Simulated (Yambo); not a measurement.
BSE-type run in Yambo on NaBaIrH$_{6}$ (space group F-43m, No. 216), at zero momentum.

Quantum ESPRESSO step (LDA, PseudoDojo standard norm-conserving files, scalar-relativistic):
```
&CONTROL
  calculation = 'nscf'
  pseudo_dir = './pseudo'
  outdir = './out'
/
&SYSTEM
  ibrav = 0
  nat = 9
  ntyp = 4
  ecutwfc = 88.0
  ecutrho = 352.0
  occupations = 'fixed'
  force_symmorphic = .true.
  nbnd = 69
/
&ELECTRONS
  conv_thr = 9.000000000000001e-09
  diago_full_acc = .true.
  diago_thr_init = 1e-08
/
ATOMIC_SPECIES
H 1.0080 H.upf
Na 22.9898 Na.upf
Ba 137.3270 Ba.upf
Ir 192.2170 Ir.upf
CELL_PARAMETERS angstrom
  0.000000000000   3.922550000000   3.922550000000
  3.922550000000   0.000000000000   3.922550000000
  3.922550000000   3.922550000000   0.000000000000
ATOMIC_POSITIONS crystal
H   0.784970000000   0.215030000000   0.215030000000
H   0.784970000000   0.784970000000   0.215030000000
H   0.215030000000   0.784970000000   0.784970000000
H   0.215030000000   0.215030000000   0.784970000000
H   0.215030000000   0.784970000000   0.215030000000
H   0.784970000000   0.215030000000   0.784970000000
Na   0.750000000000   0.750000000000   0.750000000000
Ba   0.250000000000   0.250000000000   0.250000000000
Ir   0.000000000000   0.000000000000   0.000000000000
K_POINTS automatic
6 6 6 0 0 0
```

Yambo input:
```
rim_cut
optics
bse
bss
dipoles
em1s
RandQpts= 1000000
RandGvec= 1 Ry
FFTGvecs= 40 Ry
Chimod= "HARTREE"
BSKmod= "SEX"
BSEmod= "resonant"
BSSmod= "hs"
BSENGexx= 15 Ry
BSENGBlk= 2 Ry
% KfnQP_E
 1.384 | 1.0 | 1.0 |
%
% BSEQptR
 1 | 1 |
%
% BSEBands
 13 | 28 |
%
% BEnRange
 0.0 | 10.1 | eV
%
% BDmRange
 0.15 | 0.15 | eV
%
BEnSteps= 202
% BLongDir
 1.0 | 0.0 | 0.0 |
%
BSHayTrs= -0.02
BSSNEig= 24
WRbsWF
% BndsRnXs
 6 | 65 |
%
NGsBlkXs= 2 Ry
% LongDrXs
 1.0 | 1.0 | 1.0 |
%
```

From the report:

The dimension is k points × valence × conduction bands = 216 × 9 × 7 = 13608.
```
   [SLEPC] Approach                          : Krylov-Schur
   [SLEPC] Number of requested eigenvalues   :  24
   [SLEPC] Number of eigenvalues        [NEV]:  24
    [K] Dimension                                    :  13608
    [K] Bands                                        :  13  28
    [K] Exchange res                                 : yes
    [K] Correlation res                              : yes
    [K] W interaction is bare                        : no
    [K] RL vectors exchange                          :   869
    [K] RL vectors correlation                       :   59
    [W] Matrix size                                  :   59
    [W] Bands                                        :    6   65
    [W] Coulomb Cutoff                               : none
    [W] Hxc Kernel                                   : HARTREE
```
Lowest eigenvalues (eV; in brackets the number of states within 2 meV): 3.57 (3), 3.82 (3), 4.08 (3), 4.14 (3), 4.24 (2), 4.25 (3). They depend on the mesh, which isn't converged, and on the G0W0 scissor.

Spin-orbit coupling is not included.

Geometry of the Materials Project entry, not relaxed at this level.

The structure is a Materials Project entry; no match was found in the copy of COD used, and its stability was not checked.
